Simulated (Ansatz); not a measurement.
CuI:
```
CuI
1.0
    2.19298     1.26612     6.84289
   -2.19298     1.26612     6.84289
    0.00000    -2.53224     6.84289
Cu I
2 2
Direct
  0.12226   0.12226   0.12226
  0.87774   0.87774   0.87774
  0.00000   0.00000   0.00000
  0.50000   0.50000   0.50000
```

Relaxed with r²SCAN.

Task: Give the Bader charges and basin volumes of the independent atoms, the program Ansatz at the r²SCAN level (PAW).

Result: 

| atom | Bader charge (e) | Bader volume (Å³) |
|---|---|---|
| Cu1 | +0.41 | 16.1 |
| I3 | -0.45 | 47.9 |
| I4 | -0.36 | 33.9 |

Space group R-3m. The first step of the workflow began from a Materials Project structure, measured or hypothetical; the Crystallography Open Database copy checked does not list it. It is not the phase usual at ambient conditions (space group No. 216). Symmetry was held in the r²SCAN relaxation; whether a distortion lowers the energy is not shown. No spin polarisation was allowed. Spin–orbit coupling is left out wherever it is not named.

Potentials: the later of the program's two PAW sets.
